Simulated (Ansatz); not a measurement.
Zr (hcp, Mg type)

```
Zr
1.0
    3.24591     0.00000     0.00000
   -1.62295     2.81104     0.00000
    0.00000     0.00000     5.15116
Zr
2
Direct
  0.33333   0.66667   0.75000
  0.66667   0.33333   0.25000
```

The slice is a (0001) plane (indices of the conventional cell) through the point (0.333, 0.667, 0.750) (fractional), spanned by u = [110] and v = [1 -1 0] in vectors of this cell: u (3.25 Å) and v (5.62 Å, at 90° to u). It covers one period; positions are fractions (u, v).

Calculation: r2SCAN (plane waves to 500 eV, PAW, scalar-relativistic; Ansatz, a quantum-chemistry and plane-wave program). k mesh 16×16×9. Inside the PAW spheres the values are not all-electron values, and peaks at nuclei hang on which shells count as valence. The PAW data are Ansatz's earlier set. Zr is run without spin polarisation. Zr was relaxed with its symmetry unable to fall.

Three fields on this plane, each scaled to ten steps between its own extremes (0 low, 9 high; the total valence density on a logarithmic scale, the potential cut 8 eV below its top; x marks points blanked near nuclei; v = 0 in the bottom row):

Map A
```
|xxxx05750xxx|
|xxxx17871xxx|
|xx005898500x|
|001479997410|
|555666666655|
|776410001467|
|87400xxx0047|
|750xxxxxxx05|
|640xxxxxxx04|
|640xxxxxxx04|
|750xxxxxxx05|
|871xxxxxxx17|
|98500xxx0058|
|997410001479|
|666655555666|
|001467776410|
|xx004787400x|
|xxxx05750xxx|
|xxxx04640xxx|
|xxxx04640xxx|
```

Map B
```
|xxxx12421xxx|
|xxxx15851xxx|
|xx413898314x|
|100158985100|
|000233433200|
|221001110012|
|21004xxx4001|
|100xxxxxxx00|
|101xxxxxxx10|
|202xxxxxxx20|
|421xxxxxxx12|
|851xxxxxxx15|
|98314xxx4138|
|985100100158|
|433200000233|
|110012221001|
|xx400121004x|
|xxxx00100xxx|
|xxxx10101xxx|
|xxxx20202xxx|
```

Map C
```
|xxxx63236xxx|
|xxxx53235xxx|
|xx953333359x|
|653223332235|
|111123332111|
|000246664200|
|00159xxx9510|
|003xxxxxxx30|
|016xxxxxxx61|
|127xxxxxxx72|
|236xxxxxxx63|
|235xxxxxxx53|
|33359xxx9533|
|332235653223|
|332111111123|
|664200000246|
|xx951000159x|
|xxxx30003xxx|
|xxxx61016xxx|
|xxxx72127xxx|
```

Problem. Assign the maps to these fields: electron localisation function (ELF); valence electron density; electrostatic potential energy of an electron, from the cell's mean.

Solution. A is the electrostatic potential energy of an electron, from the cell's mean; B is the electron localisation function (ELF); C is the valence electron density.
